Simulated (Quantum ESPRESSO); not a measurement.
Parts of the isotropic shielding in Li2S, by PBE GIPAW on JTH datasets (Quantum ESPRESSO, modified build), 20 Ha, k-mesh 6×6×6 shifted:

```xyz
3
Lattice="0.0000 2.8210 2.8635 2.8210 0.0000 2.8635 2.8210 2.8210 0.0000" Properties=species:S:1:pos:R:3 pbc="T T T"
Li     4.2315     4.2315     4.2953
Li     1.4105     1.4105     1.4318
S      0.0000     0.0000     0.0000
```
The cell was made here from a computed Materials Project entry: strained by +1 % along the cube axis and by -0.5 % across it, atoms relaxed (PBE without dispersion, pw.x of Quantum ESPRESSO, symmetry kept). The parent is Li2S in Fm-3m; whether this form has been observed was not checked. Stability against distortions was not tested.

The core term is that of the free atom's frozen core; the paramagnetic column sums the reconstruction terms. Shieldings are absolute and leave out the bulk-susceptibility term; a larger σ means a smaller chemical shift. By our sweeps, such settings leave a few ppm in absolute σ. No d partial waves on S: the paramagnetic term there is incompletely reconstructed.

| site | core | bare (smooth current) | diamagnetic correction | paramagnetic corrections | σ_iso (ppm) |
|---|---|---|---|---|---|
| Li (atoms 1, 2) | 0.0 | 10.4 | 69.6 | ___ | ___ |
| S (atom 3) | 979.8 | 63.6 | -10.0 | ___ | ___ |

Q: What belongs in the gaps?

A: 
- Li (atoms 1, 2), paramagnetic corrections: -2.5
- Li (atoms 1, 2), σ_iso (ppm): 77.4
- S (atom 3), paramagnetic corrections: -232.7
- S (atom 3), σ_iso (ppm): 800.7
